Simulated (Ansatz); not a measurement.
Ta (bcc, W type)

```
CELL_PARAMETERS angstrom
     -3.31974     3.31974     3.31974
      0.00000     0.00000     3.31974
      0.00000     3.31974     0.00000
ATOMIC_POSITIONS crystal
  Ta 0.00000 0.00000 0.00000
  Ta 0.50000 0.00000 0.00000
```

The atoms are displaced by Q × the pattern below (from a DFPT mode at H = (0.5, 0.5, 0.5), largest move 1; Q in Å), at fixed cell. It is one choice among 3 degenerate patterns. (q is in reciprocal vectors of the primitive cell; the cell shown is doubled to hold the pattern.)

```json
[
 {"atom": "Ta1", "x": "0.000", "y": "0.000", "z": "-1.000"},
 {"atom": "Ta2", "x": "0.000", "y": "0.000", "z": "1.000"}
]
```

The numbers are results of PBE (plane waves to 420 eV, PAW, scalar-relativistic; Ansatz, a program for electronic structure), not measurements. k mesh 20×20×20 (Γ-centred), Fermi-Dirac smearing 0.05 eV. The energy includes the smearing's −TS. With partly filled bands, energies and forces of such displacements shift with the k mesh and the smearing. Spin-orbit coupling is left out, though Ta is heavy. Ta is run without spin polarisation. Ta was relaxed with its symmetry unable to fall. The PAW data are Ansatz's earlier set. The zero of ΔE is the undisplaced structure.

Successive frames, forces in eV/Å:

```json
[
 {"frame": "Q = -0.280 Å", "ΔE (meV/cell)": "1247", "F on Ta1": "(0.000, 0.000, -3.787)", "F on Ta2": "(0.000, 0.000, 3.787)"},
 {"frame": "Q = -0.233 Å", "ΔE (meV/cell)": "902", "F on Ta1": "(0.000, 0.000, -3.545)", "F on Ta2": "(0.000, 0.000, 3.545)"},
 {"frame": "Q = -0.187 Å", "ΔE (meV/cell)": "594", "F on Ta1": "(0.000, 0.000, -3.032)", "F on Ta2": "(0.000, 0.000, 3.032)"},
 {"frame": "Q = -0.140 Å", "ΔE (meV/cell)": "339", "F on Ta1": "(0.000, 0.000, -2.394)", "F on Ta2": "(0.000, 0.000, 2.394)"}
]
```

### Question
What are the energy and the forces in the next frame, Q = -0.093 Å?

### Answer
ΔE (meV/cell) = 151.

```tsv
atom	Fx	Fy	Fz
Ta1	0.000	0.000	-1.620
Ta2	0.000	0.000	1.620
```

(A displaced cell: forces are minus the slopes of the energy, force constants its curvatures, and phonons follow from these.)
